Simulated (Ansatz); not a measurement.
## B started on a Zr site and B started on a Zr site, 7.15 Å apart at the start in cubic perovskite SrZrO3, 40 atoms, charge 0

The calculation used DFT, PBEsol, PAW, plane waves (Ansatz).

Input file:

```yaml
crystal:
  lattice:
    - [8.260000, 0.000000, 0.000000]
    - [0.000000, 8.260000, 0.000000]
    - [0.000000, 0.000000, 8.260000]
  atoms:
    - { symbol: Sr, position: [0.999491, 0.000770, 0.998160] }
    - { symbol: Sr, position: [0.000259, 0.003600, 0.501097] }
    - { symbol: Sr, position: [0.999590, 0.501373, 0.998278] }
    - { symbol: Sr, position: [0.002092, 0.498035, 0.498930] }
    - { symbol: Sr, position: [0.499538, 0.995245, 0.003589] }
    - { symbol: Sr, position: [0.499250, 0.997249, 0.498341] }
    - { symbol: Sr, position: [0.500265, 0.494784, 0.999900] }
    - { symbol: Sr, position: [0.499694, 0.503960, 0.501533] }
    - { symbol: B, position: [0.249216, 0.252525, 0.253837] }
    - { symbol: B, position: [0.752908, 0.752379, 0.750109] }
    - { symbol: Zr, position: [0.254874, 0.252586, 0.753611] }
    - { symbol: Zr, position: [0.253048, 0.748019, 0.256510] }
    - { symbol: Zr, position: [0.248251, 0.751014, 0.748541] }
    - { symbol: Zr, position: [0.753594, 0.252874, 0.248767] }
    - { symbol: Zr, position: [0.747795, 0.245732, 0.752189] }
    - { symbol: Zr, position: [0.746304, 0.750385, 0.249544] }
    - { symbol: O, position: [0.246605, 0.249384, 0.997827] }
    - { symbol: O, position: [0.250403, 0.250737, 0.498104] }
    - { symbol: O, position: [0.245084, 0.748760, 0.997249] }
    - { symbol: O, position: [0.248435, 0.751414, 0.499381] }
    - { symbol: O, position: [0.751810, 0.248020, 0.000843] }
    - { symbol: O, position: [0.751687, 0.250640, 0.501728] }
    - { symbol: O, position: [0.751565, 0.753123, 0.999348] }
    - { symbol: O, position: [0.750534, 0.748664, 0.496914] }
    - { symbol: O, position: [0.998018, 0.253548, 0.249319] }
    - { symbol: O, position: [0.000101, 0.252277, 0.752152] }
    - { symbol: O, position: [0.003054, 0.750297, 0.249067] }
    - { symbol: O, position: [0.997213, 0.746268, 0.750060] }
    - { symbol: O, position: [0.502030, 0.246480, 0.247691] }
    - { symbol: O, position: [0.497311, 0.252446, 0.747311] }
    - { symbol: O, position: [0.498774, 0.750117, 0.251202] }
    - { symbol: O, position: [0.500452, 0.750011, 0.752631] }
    - { symbol: O, position: [0.252040, 0.997666, 0.247429] }
    - { symbol: O, position: [0.257282, 0.999125, 0.749966] }
    - { symbol: O, position: [0.245154, 0.501618, 0.251732] }
    - { symbol: O, position: [0.248594, 0.497751, 0.753008] }
    - { symbol: O, position: [0.752994, 0.997636, 0.253337] }
    - { symbol: O, position: [0.748304, 0.995661, 0.751670] }
    - { symbol: O, position: [0.752005, 0.500128, 0.247953] }
    - { symbol: O, position: [0.747210, 0.502650, 0.750072] }
  symmetry: { detect: false }
kpoints:
  mp_grid: { grid: [1, 1, 1], shift: [0.25, 0.25, 0.25] }
hamiltonian:
  xc: pbesol
scf:
  occupations: { method: fermi_dirac, width: 0.01 }
relax:
  f_tol: 0.03
  max_steps: 80
  escape_saddle: false
  adjacent_minimum: "off"
output:
  forces: true
  eigenvalues: true
  populations: true
```

Started with:

```sh
ansatz run in.yaml --threads 8 --pin off --max-ram 13300MiB --runs-dir r --events-out ev --progress --plain
```

Output (machine lines and repeated set-up lines are left out; […] marks rows cut from tables):

```
Pseudopotentials: kind: paw
Functional definition: PBEsol
  exchange = pbesol_x
  correlation = pbesol_c
Crystal: 40 atoms, lattice volume = 563.560 Å³
Basis set: ecut = 420 eV, 11067 PW (Γ), exchange–correlation on 120×120×120 points (8 copies of the dense FFT grid, shifted against one another)
Bands: 191, of which v1, the nominal top of the filled ones, is band 151 counted from 1 (150 counted from 0)
Symmetry: 1 space group operations
k-points: 1
Non-local potential: Sr, projectors of the file, l = 0: 3, l = 1: 2, l = 2: 2
Non-local potential: B, projectors of the file, l = 0: 2, l = 1: 2, l = 2: 1
Non-local potential: Zr, projectors of the file, l = 0: 3, l = 1: 2, l = 2: 2, l = 3: 2
Non-local potential: O, projectors of the file, l = 0: 2, l = 1: 2, l = 2: 1
PAW form: soft (Blöchl's): semilocal exchange-correlation on the pseudo side does not see the compensation charge
PAW frozen core: Sr, regenerated for the run's functional, and the local potential with it (the file was generated under x = pbe(κ = 0.804, μ = 0.2195149727645171), c = pbe(β = 0.06672455060314922))
PAW frozen core: B, regenerated for the run's functional, and the local potential with it (the file was generated under x = pbe(κ = 0.804, μ = 0.2195149727645171), c = pbe(β = 0.06672455060314922))
PAW frozen core: Zr, regenerated for the run's functional, and the local potential with it (the file was generated under x = pbe(κ = 0.804, μ = 0.2195149727645171), c = pbe(β = 0.06672455060314922))
PAW frozen core: O, regenerated for the run's functional, and the local potential with it (the file was generated under x = pbe(κ = 0.804, μ = 0.2195149727645171), c = pbe(β = 0.06672455060314922))
PAW one-centre angular grid: Sr, 110 points (default); XC on 64 Gauss nodes
PAW one-centre angular grid: B, 110 points (default); XC on 64 Gauss nodes
PAW one-centre angular grid: Zr, 590 points (default); XC on 64 Gauss nodes
PAW one-centre angular grid: O, 110 points (default); XC on 64 Gauss nodes
Initial density: superposition of atomic densities (neutral atoms: chi_scale 0, normalization atom), corrected by the library's trained network
Initial wavefunctions: pseudopotential atomic-orbital guess
Functional: x = pbesol(κ = 0.804, μ = 0.12345679012345678), c = pbesol(β = 0.046)
SCF iter   1: F=—  HF=-66522.276570 eV  |F-HF|=—  |Δ(HF+E_count)|=         —  Δρ=2.21e-2  dr2=2.48e0  ethr=1.77e-3  ⟨swp⟩=8.0  Hψ=946  notcnv=0  defer=8
preconditioner: auto → Resta (q_TF=auto, 2.459 Å⁻¹)  ε∞=3.9  [insulator: Δε(μ)=0.074 eV  Ē_g=15.330 eV  σ=0.010 eV  W_gap=0.95  n_scr=146 (ndim 8)  ℏωp=25.9 eV  f_vac=0.001  D(μ)=10.81/eV (n_scr^D=56)  ε∞_Penn≈3.9]
SCF iter   2: F=—  HF=-66521.828770 eV  |F-HF|=—  |Δ(HF+E_count)|=   4.48e-1  Δρ=7.08e-3  dr2=1.92e-1  ethr=8.21e-4  ⟨swp⟩=2.0  Hψ=297  notcnv=0  defer=31
[…]
SCF 1 converged in 9 iterations: F = -66521.783051 eV  dr2 = 6.96e-6
  greatest PAW one-centre occupation: 0.996 electrons in one spin orbital (limit 2), on the Zr atom at site 11 (counted from 0), in its partial waves of l = 0
relax step   1: F+E_penalty+E_count = -66521.78305062 eV  Δ(F+E_penalty+E_count) = +0.000e0 eV  max|allowed force component| = 2.665e0 eV/Å  Δτ_max = 0.0000 Å  (9 SCF iters, dr2 threshold 2.25e-5 eV, accepted)
Initial density: handed on by an earlier stage of this run
Initial wavefunctions: those handed on with the density
[…]
preconditioner: auto → Resta (q_TF=auto, 2.459 Å⁻¹)  ε∞=3.8  [insulator: Δε(μ)=0.026 eV  Ē_g=15.450 eV  σ=0.010 eV  W_gap=0.56  n_scr=146 (ndim 8)  ℏωp=25.9 eV  f_vac=0.001  D(μ)=78.27/eV (n_scr^D=1212)  ε∞_Penn≈3.8]
[…]
relax step   2: F+E_penalty+E_count = -66523.54201086 eV  Δ(F+E_penalty+E_count) = -1.759e0 eV  max|allowed force component| = 1.260e0 eV/Å  Δτ_max = 0.1950 Å  (9 SCF iters, dr2 threshold 1.00e-4 eV, accepted)
[…]
relax step   3: F+E_penalty+E_count = -66524.64713748 eV  Δ(F+E_penalty+E_count) = -1.105e0 eV  max|allowed force component| = 1.814e0 eV/Å  Δτ_max = 0.1550 Å  (9 SCF iters, dr2 threshold 9.93e-5 eV, accepted)
[…]
relax step   4: F+E_penalty+E_count = -66526.29120402 eV  Δ(F+E_penalty+E_count) = -1.644e0 eV  max|allowed force component| = 2.315e0 eV/Å  Δτ_max = 0.1951 Å  (11 SCF iters, dr2 threshold 1.00e-4 eV, accepted)
preconditioner: auto → Resta (q_TF=auto, 2.459 Å⁻¹)  ε∞=4.4  [insulator: Δε(μ)=0.048 eV  Ē_g=13.095 eV  σ=0.010 eV  W_gap=0.83  n_scr=146 (ndim 8)  ℏωp=24.1 eV  f_vac=0.001  D(μ)=32.79/eV (n_scr^D=340)  ε∞_Penn≈4.4]
relax step   5: F+E_penalty+E_count = -66528.19975770 eV  Δ(F+E_penalty+E_count) = -1.909e0 eV  max|allowed force component| = 2.526e0 eV/Å  Δτ_max = 0.1947 Å  (10 SCF iters, dr2 threshold 1.00e-4 eV, accepted)
preconditioner: auto → Resta (q_TF=auto, 2.459 Å⁻¹)  ε∞=3.8  [insulator: Δε(μ)=0.085 eV  Ē_g=15.576 eV  σ=0.010 eV  W_gap=0.97  n_scr=146 (ndim 8)  ℏωp=25.9 eV  f_vac=0.001  D(μ)=6.35/eV (n_scr^D=26)  ε∞_Penn≈3.8]
relax step   6: F+E_penalty+E_count = -66530.62447448 eV  Δ(F+E_penalty+E_count) = -2.425e0 eV  max|allowed force component| = 2.350e0 eV/Å  Δτ_max = 0.1951 Å  (9 SCF iters, dr2 threshold 1.00e-4 eV, accepted)
preconditioner: auto → Resta (q_TF=auto, 2.459 Å⁻¹)  ε∞=3.7  [insulator: Δε(μ)=0.166 eV  Ē_g=15.680 eV  σ=0.010 eV  W_gap=1.00  n_scr=146 (ndim 8)  ℏωp=25.9 eV  f_vac=0.002  D(μ)=0.11/eV (n_scr^D=0)  ε∞_Penn≈3.7]
relax step   7: F+E_penalty+E_count = -66532.55028876 eV  Δ(F+E_penalty+E_count) = -1.926e0 eV  max|allowed force component| = 1.502e0 eV/Å  Δτ_max = 0.2000 Å  (9 SCF iters, dr2 threshold 1.00e-4 eV, accepted)
preconditioner: auto → Resta (q_TF=auto, 2.459 Å⁻¹)  ε∞=3.7  [insulator: Δε(μ)=0.144 eV  Ē_g=15.765 eV  σ=0.010 eV  W_gap=1.00  n_scr=146 (ndim 8)  ℏωp=25.9 eV  f_vac=0.004  D(μ)=0.30/eV (n_scr^D=0)  ε∞_Penn≈3.7]
relax step   8: F+E_penalty+E_count = -66533.61409302 eV  Δ(F+E_penalty+E_count) = -1.064e0 eV  max|allowed force component| = 4.269e-1 eV/Å  Δτ_max = 0.1947 Å  (7 SCF iters, dr2 threshold 1.00e-4 eV, accepted)
preconditioner: auto → Resta (q_TF=auto, 2.459 Å⁻¹)  ε∞=3.7  [insulator: Δε(μ)=0.194 eV  Ē_g=15.778 eV  σ=0.010 eV  W_gap=1.00  n_scr=146 (ndim 8)  ℏωp=25.9 eV  f_vac=0.003  D(μ)=0.03/eV (n_scr^D=0)  ε∞_Penn≈3.7]
relax step   9: F+E_penalty+E_count = -66533.98808540 eV  Δ(F+E_penalty+E_count) = -3.740e-1 eV  max|allowed force component| = 5.776e-1 eV/Å  Δτ_max = 0.2000 Å  (8 SCF iters, dr2 threshold 1.47e-5 eV, accepted)
preconditioner: auto → Resta (q_TF=auto, 2.459 Å⁻¹)  ε∞=3.7  [insulator: Δε(μ)=0.049 eV  Ē_g=15.758 eV  σ=0.010 eV  W_gap=0.84  n_scr=146 (ndim 8)  ℏωp=25.9 eV  f_vac=0.006  D(μ)=28.82/eV (n_scr^D=250)  ε∞_Penn≈3.7]
relax step  10: F+E_penalty+E_count = -66534.40524185 eV  Δ(F+E_penalty+E_count) = -4.172e-1 eV  max|allowed force component| = 2.007e-1 eV/Å  Δτ_max = 0.2000 Å  (8 SCF iters, dr2 threshold 2.69e-5 eV, accepted)
preconditioner: auto → Resta (q_TF=auto, 2.459 Å⁻¹)  ε∞=3.7  [insulator: Δε(μ)=0.116 eV  Ē_g=15.722 eV  σ=0.010 eV  W_gap=0.99  n_scr=146 (ndim 8)  ℏωp=25.9 eV  f_vac=0.011  D(μ)=1.21/eV (n_scr^D=0)  ε∞_Penn≈3.7]
relax step  11: F+E_penalty+E_count = -66534.42835034 eV  Δ(F+E_penalty+E_count) = -2.311e-2 eV  max|allowed force component| = 4.409e-1 eV/Å  Δτ_max = 0.1972 Å  (16 SCF iters, dr2 threshold 4.86e-6 eV, accepted)
preconditioner: auto → LDOS  [insulator: Δε(μ)=0.037 eV  Ē_g=15.725 eV  σ=0.010 eV  W_gap=0.73  n_scr=146 (ndim 8)  ℏωp=25.9 eV  f_vac=0.011  D(μ)=46.40/eV (n_scr^D=514)  ε∞_Penn≈3.7  β→1.0]
relax step  12: F+E_penalty+E_count = -66534.56517314 eV  Δ(F+E_penalty+E_count) = -1.368e-1 eV  max|allowed force component| = 3.301e-1 eV/Å  Δτ_max = 0.1130 Å  (13 SCF iters, dr2 threshold 2.35e-5 eV, accepted)
preconditioner: auto → Resta (q_TF=auto, 2.459 Å⁻¹)  ε∞=3.7  [insulator: Δε(μ)=0.030 eV  Ē_g=15.721 eV  σ=0.010 eV  W_gap=0.64  n_scr=146 (ndim 8)  ℏωp=25.9 eV  f_vac=0.010  D(μ)=58.81/eV (n_scr^D=750)  ε∞_Penn≈3.7]
preconditioner: auto → Kerker (q_TF=auto, 2.459 Å⁻¹)  [metal: Δε(μ)=0.015 eV  Ē_g=15.718 eV  σ=0.010 eV  W_gap=0.36  n_scr=146 (ndim 8)  ℏωp=25.9 eV  f_vac=0.010  D(μ)=87.13/eV (n_scr^D=1364)]
relax step  13: F+E_penalty+E_count = -66534.66429866 eV  Δ(F+E_penalty+E_count) = -9.913e-2 eV  max|allowed force component| = 1.050e-1 eV/Å  Δτ_max = 0.2000 Å  (8 SCF iters, dr2 threshold 6.11e-5 eV, accepted)
preconditioner: auto → Resta (q_TF=auto, 2.459 Å⁻¹)  ε∞=3.7  [insulator: Δε(μ)=0.066 eV  Ē_g=15.725 eV  σ=0.010 eV  W_gap=0.93  n_scr=146 (ndim 8)  ℏωp=25.9 eV  f_vac=0.009  D(μ)=14.03/eV (n_scr^D=80)  ε∞_Penn≈3.7]
relax step  14: F+E_penalty+E_count = -66534.69630365 eV  Δ(F+E_penalty+E_count) = -3.200e-2 eV  max|allowed force component| = 1.181e-1 eV/Å  Δτ_max = 0.2000 Å  (11 SCF iters, dr2 threshold 1.12e-6 eV, accepted)
preconditioner: auto → Resta (q_TF=auto, 2.459 Å⁻¹)  ε∞=3.7  [insulator: Δε(μ)=0.065 eV  Ē_g=15.738 eV  σ=0.010 eV  W_gap=0.92  n_scr=146 (ndim 8)  ℏωp=25.9 eV  f_vac=0.009  D(μ)=14.66/eV (n_scr^D=92)  ε∞_Penn≈3.7]
relax step  15: F+E_penalty+E_count = -66534.69869926 eV  Δ(F+E_penalty+E_count) = -2.396e-3 eV  max|allowed force component| = 1.614e-1 eV/Å  Δτ_max = 0.0806 Å  (10 SCF iters, dr2 threshold 1.41e-6 eV, accepted)
preconditioner: auto → Resta (q_TF=auto, 2.459 Å⁻¹)  ε∞=3.7  [insulator: Δε(μ)=0.051 eV  Ē_g=15.726 eV  σ=0.010 eV  W_gap=0.85  n_scr=146 (ndim 8)  ℏωp=25.9 eV  f_vac=0.009  D(μ)=28.55/eV (n_scr^D=250)  ε∞_Penn≈3.7]
relax step  16: F+E_penalty+E_count = -66534.72162641 eV  Δ(F+E_penalty+E_count) = -2.293e-2 eV  max|allowed force component| = 1.023e-1 eV/Å  Δτ_max = 0.1395 Å  (9 SCF iters, dr2 threshold 2.61e-5 eV, accepted)
preconditioner: auto → Resta (q_TF=auto, 2.459 Å⁻¹)  ε∞=3.7  [insulator: Δε(μ)=0.033 eV  Ē_g=15.713 eV  σ=0.010 eV  W_gap=0.67  n_scr=146 (ndim 8)  ℏωp=25.9 eV  f_vac=0.009  D(μ)=56.38/eV (n_scr^D=738)  ε∞_Penn≈3.7]
[…]
SCF 17 converged in 9 iterations: F = -66534.724185 eV  dr2 = 6.78e-7
  greatest PAW one-centre occupation: 0.996 electrons in one spin orbital (limit 2), on the Zr atom at site 10 (counted from 0), in its partial waves of l = 0
relax step  17: F+E_penalty+E_count = -66534.72418506 eV  Δ(F+E_penalty+E_count) = -2.559e-3 eV  max|allowed force component| = 2.040e-2 eV/Å  Δτ_max = 0.0284 Å  (9 SCF iters, dr2 threshold 4.20e-6 eV, accepted)
[…]
preconditioner: auto → Resta (q_TF=auto, 2.459 Å⁻¹)  ε∞=3.7  [insulator: Δε(μ)=0.028 eV  Ē_g=15.710 eV  σ=0.010 eV  W_gap=0.61  n_scr=146 (ndim 8)  ℏωp=25.9 eV  f_vac=0.009  D(μ)=64.38/eV (n_scr^D=894)  ε∞_Penn≈3.7]
[…]
SCF iter   5: F=-66534.724186 eV  HF=-66534.724186 eV  |F-HF|=1.86e-8  |Δ(HF+E_count)|=   1.09e-9  Δρ=1.34e-6  dr2=1.99e-8  ethr=3.37e-12  ⟨swp⟩=1.0  Hψ=158  notcnv=0
SCF iter   6: F=-66534.724186 eV  HF=-66534.724186 eV  |F-HF|=7.86e-9  |Δ(HF+E_count)|=  2.04e-10  Δρ=8.53e-7  dr2=8.38e-9  ethr=3.37e-12  ⟨swp⟩=1.0  Hψ=353  notcnv=0
SCF 18 converged in 6 iterations: F = -66534.724186 eV  dr2 = 8.38e-9
relax step  18: F+E_penalty+E_count = -66534.72418563 eV  Δ(F+E_penalty+E_count) = -5.693e-7 eV  max|allowed force component| = 2.028e-2 eV/Å  Δτ_max = 0.0000 Å  (6 SCF iters, accepted)
SCF converged after 6 iterations
Free energy (F): -66534.724186 eV
Harris-Foulkes:  -66534.724186 eV  (|F-HF|=7.86e-9)
Internal energy: -66534.703460 eV  (E = F + TS)
E sigma→0 (E₀):  -66534.713823 eV
Entropy (-TS):   -0.020726 eV (-0.518 meV/atom)
Fermi energy:    7.512015 eV
--- Per-component energies (eV) ---
  E_band       = -1421.473608
  E_kinetic    = 8269.682044
  E_local      = -17784.923838  (includes V_loc(G=0)·N_el)
  E_nonlocal   = 3274.099033
  E_hartree    = 5632.870722
  E_xc         = -4164.306832
  E_vxc        = -4774.468622  (∫ρ·V_xc dr)
  E_paw        = -42353.940158  (= ΣΔE_a)
  E_vpaw       = -1671.662413  (= ΣTr[D̂ρ^β])
  E_aug_tail   = 0.058763  (compensation charges beyond the density's cutoff)
  E_ewald      = -19411.188628
  E_core_change = 2.945434  (= ΣΔE_core)
  E_smearing   = -0.020726  (= −TS)
  E_closure    = 0.000000  (closes the sum)
  Σ components = -66534.724186   (vs F -66534.724186, Δ=0.00e0)
--- Forces (eV/Å), atoms counted from 1 ---
  atom   1  Sr     0.01145197     0.00533438     0.00212031
  atom   2  Sr    -0.00209543    -0.00543542    -0.00164183
  atom   3  Sr    -0.00193404     0.00391434     0.00153108
  atom   4  Sr    -0.00015412     0.00204758     0.00141289
  atom   5  Sr    -0.00668396     0.01135787    -0.01094859
  atom   6  Sr     0.00000999    -0.01356790    -0.00150169
  atom   7  Sr     0.00013047     0.00000559    -0.00580913
  atom   8  Sr    -0.00263312     0.00428369    -0.00276766
  atom   9  B      0.00204155    -0.00566671    -0.00894692
  atom  10  B     -0.00275976     0.00434108    -0.01790788
  atom  11  Zr     0.01576411    -0.00098335     0.00685540
  atom  12  Zr     0.01466524    -0.00582876     0.01574632
  atom  13  Zr    -0.00167507    -0.00936027    -0.00538294
  atom  14  Zr    -0.00262730     0.01203500    -0.00319204
  atom  15  Zr     0.00522878    -0.00586786     0.01269017
  atom  16  Zr     0.00271237    -0.01906302     0.01123396
  atom  17  O     -0.00108508    -0.00558274    -0.00819464
  atom  18  O      0.00076176    -0.00086797     0.01430721
  atom  19  O     -0.00194458     0.00165019     0.00586835
  atom  20  O     -0.00421804     0.00840990    -0.00298592
  atom  21  O     -0.00022272    -0.00077330    -0.00388195
  atom  22  O      0.00167659    -0.00735687     0.00661166
  atom  23  O      0.00406346    -0.00396276     0.01335136
  atom  24  O      0.00020782     0.01158143    -0.01547712
  atom  25  O     -0.00428530    -0.00345390     0.00408765
  atom  26  O     -0.00842984    -0.00174094    -0.00225973
  atom  27  O     -0.02028016     0.00768127    -0.00221795
  atom  28  O      0.00440957     0.00038711     0.00194923
  atom  29  O      0.00277246    -0.00213802     0.00089677
  atom  30  O     -0.00686910    -0.00138730    -0.00200100
  atom  31  O      0.01456923     0.00108925     0.00162388
  atom  32  O     -0.00270517     0.00416940    -0.00438532
  atom  33  O     -0.00726869    -0.00862592    -0.00079298
  atom  34  O     -0.00425195     0.00753692    -0.00080061
  atom  35  O     -0.00045368     0.00411079     0.00335396
  atom  36  O      0.00134369     0.00370148     0.00090068
  atom  37  O      0.00054073    -0.00201864     0.00459166
  atom  38  O     -0.00403546    -0.00008072    -0.00420675
  atom  39  O      0.00460963     0.01375905    -0.00467433
  atom  40  O     -0.00034530    -0.00363354     0.00084626
  max |Σ_I F_I| component: 1.81e-6 eV/Å
--- Band table (eV) ---
  k-point 0: bands = ["-39.2030", "-39.1851", "-39.1417", "-39.1278", "-39.1256", "-39.1215", "-24.9564", "-24.9309", "-24.8912", "-24.8240", "-24.5590", "-24.5334", "-24.5153", "-24.4758", "-17.6147", "-17.6132", "-17.5928", "-17.5832", "-17.5758", "-17.5748", "-17.5696", "-17.5651", "-17.5626", "-17.5616", "-17.5554", "-17.5527", "-17.4015", "-17.3837", "-17.3815", "-17.3771", "-17.3696", "-17.3 …
--- Relaxed structure (18 steps of the walk, 18 accepted, 0 SCFs on fresh bases) ---
  F+E_penalty+E_count = -66534.72418563 eV   max|allowed force component| = 2.028e-2 eV/Å
  atoms:
    - { symbol: Sr, position: [1.0570654986079195, 0.013085475234422585, 1.0141684898774208] }
    - { symbol: Sr, position: [0.040650055432409966, 0.03061046856794655, 0.45755895733134994] }
    - { symbol: Sr, position: [1.0252577608723632, 0.45399471423959764, 1.0210113823794853] }
    - { symbol: Sr, position: [-0.023630951842694373, 0.5059191087061375, 0.5424886910577593] }
    - { symbol: Sr, position: [0.47901510800132274, 1.003648323381969, 0.0394735879668655] }
    - { symbol: Sr, position: [0.510687474121102, 0.9829469439438068, 0.5147702148158461] }
    - { symbol: Sr, position: [0.5423270997571648, 0.5268360666983671, 0.9750546715248903] }
    - { symbol: Sr, position: [0.5581792962619443, 0.5177479623346334, 0.529136593696288] }
    - { symbol: B, position: [0.30904801595350423, 0.34503172251990755, 0.33418415089058356] }
    - { symbol: B, position: [0.8090060707889083, 0.8405814831005876, 0.8298568081180352] }
    - { symbol: Zr, position: [0.2552673326858126, 0.24905480159058177, 0.740534683417363] }
    - { symbol: Zr, position: [0.25323813932378203, 0.7366168633332565, 0.25569626994105027] }
    - { symbol: Zr, position: [0.2366681592474009, 0.7476100272334861, 0.7444005836022153] }
    - { symbol: Zr, position: [0.7379876277309976, 0.24807368239729846, 0.24519098608371231] }
    - { symbol: Zr, position: [0.7481923988337333, 0.23567230681691975, 0.756837220041125] }
    - { symbol: Zr, position: [0.7571088571653688, 0.7517645886551092, 0.2412907174176813] }
    - { symbol: O, position: [0.27415538091863767, 0.21167327021819735, 0.9713579242412568] }
    - { symbol: O, position: [0.22347024582432456, 0.2896410436045736, 0.4685709902209786] }
    - { symbol: O, position: [0.2619877422492413, 0.768403435189022, 0.9967043604255129] }
    - { symbol: O, position: [0.18971187176443446, 0.7142560759516817, 0.49719217638700325] }
    - { symbol: O, position: [0.6756484567730002, 0.22752629999318777, -0.0020273810411216638] }
    - { symbol: O, position: [0.7753572794990448, 0.2599426661195659, 0.4954192844983544] }
    - { symbol: O, position: [0.7318742370977013, 0.7867821959401976, 0.9692274573917457] }
    - { symbol: O, position: [0.7717728078792473, 0.7114952204752899, 0.47124941067029286] }
    - { symbol: O, position: [0.9663124754021948, 0.20805514524820012, 0.20479750024665094] }
    - { symbol: O, position: [-0.0024234498648067144, 0.21381262235247753, 0.7676257331294661] }
    - { symbol: O, position: [0.0034357021487715815, 0.7786650986598018, 0.21159342826283184] }
    - { symbol: O, position: [0.9658605785371525, 0.7942966717605103, 0.7949853717429793] }
    - { symbol: O, position: [0.4687720438652165, 0.30271038484763, 0.3076450714100061] }
    - { symbol: O, position: [0.4992103331688245, 0.2520010414374786, 0.6942968448720264] }
    - { symbol: O, position: [0.5026424304635129, 0.7029556890943891, 0.24180250624801944] }
    - { symbol: O, position: [0.4678916935609034, 0.7189708603812746, 0.7177387396502615] }
    - { symbol: O, position: [0.29014123723772683, 0.9691383870598695, 0.2866008795582769] }
    - { symbol: O, position: [0.24832888572553233, 0.9970548130338345, 0.6893864250035443] }
    - { symbol: O, position: [0.23851251579648586, 0.4685613246665469, 0.2429044399381244] }
    - { symbol: O, position: [0.1938796787393624, 0.49528373643246654, 0.7663858114071896] }
    - { symbol: O, position: [0.6883843115688717, 0.9967075926490844, 0.2645505006224315] }
    - { symbol: O, position: [0.7381301488619845, 0.9685551366191637, 0.7469509946359448] }
    - { symbol: O, position: [0.7681387581062281, 0.4971759845947061, 0.19243210166204305] }
    - { symbol: O, position: [0.76556469173537, 0.47209176491682575, 0.7698854206545122] }
--- Löwdin populations: 40 sites ---
  site symbol       q [e]
     0     Sr      8.2368
     1     Sr      8.2618
[…]
    38      O      6.8546
    39      O      6.9085
  spilling = 0.009453 (of n_electrons = 302.000000)
```

Total energies depend on the potentials used, so only differences within one code and one set of settings carry meaning.

One k point and one spin start were run, so the state needn't be the lowest, and an added charge can sit in a band of the host.

Time: 39 s of wall time on a shared host.
